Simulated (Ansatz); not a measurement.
## Gd vacancy in LaGdAl4

All numbers are calculated (PBEsol, collinear spin, no spin-orbit coupling; Ansatz, PAW set soft_2, 420 eV, k-mesh 3×3×3), not measured.

The relaxed host crystal (no gap at this level of theory):

```xyz
6
Lattice="0.0000 3.9770 3.9770 3.9770 0.0000 3.9770 3.9770 3.9770 0.0000" Properties=species:S:1:pos:R:3 pbc="T T T"
Al    2.9833    4.9708    2.9833
Al    2.9833    2.9833    4.9708
Al    4.9708    4.9708    4.9708
Al    4.9708    2.9833    2.9833
Gd    1.9885    1.9885    1.9885
La    0.0000    0.0000    0.0000
```

Supercell of 24 atoms, rows of the matrix [[-1,1,1],[-1,1,-1],[-1,-1,1]] times the cell vectors; Gd vacancy at (0.250, 0.250, 0.250) in fractions of the cell above. Atoms are relaxed at the host's cell, from a start shaken by 0.03 Å near the defect. The cell loses 1 of its 4 Gd, so this is a heavily defective crystal.

**Question.** How does the lattice relax around the defect?

**Answer.** Distances from the empty Gd site (Å), by shell of the perfect crystal:

| shell | perfect crystal | relaxed, charge 0 |
| --- | --- | --- |
| 12 Al | 3.30 | 3.38 |
| 4 La | 3.44 | 3.22 |

| charge | moment of the cell (μB) | gap of the cell on the mesh (eV) |
| --- | --- | --- |
| 0 | 21.34 | 0.00 |

At charge 0 the unpaired electrons sit on atoms with moments (μB): 3 Gd of 7.05.

Formation energy of the neutral defect: 2.24 eV, taking atoms from and to the elements' standard states (no corrections for gases), so it belongs to those chemical potentials alone.

Relaxed cell at charge 0:

```
LaGdAl4 V_Gd charge 0
1.0
     7.9541    0.0000    0.0000
     0.0000   -7.9541    0.0000
     0.0000    0.0000   -7.9541
Al Gd La
16 3 4
Direct
  0.3794 0.8670 0.1200
  0.8666 0.3797 0.1200
  0.8726 0.8729 0.6267
  0.3793 0.3797 0.6327
  0.3793 0.1202 0.8667
  0.8726 0.6269 0.8727
  0.8666 0.1202 0.3795
  0.3793 0.6329 0.3795
  0.6266 0.8729 0.8727
  0.1198 0.3797 0.8668
  0.1198 0.8670 0.3795
  0.6326 0.3797 0.3795
  0.6326 0.1202 0.1200
  0.1198 0.6329 0.1200
  0.1198 0.1202 0.6327
  0.6266 0.6269 0.6268
  0.7496 0.7499 0.2497
  0.7496 0.2499 0.7497
  0.2496 0.7499 0.7497
  0.0162 0.0165 0.0163
  0.4830 0.4833 0.0163
  0.4830 0.0165 0.4831
  0.0162 0.4833 0.4831
```

Caveats: Gd without a U keeps its half-filled shell, but its 4f levels lie too near the Fermi level; open f or d shells may hold a state above the lowest; small supercell, so energies and levels can be off by tenths of an eV; one random start near the defect, so other minima are possible.
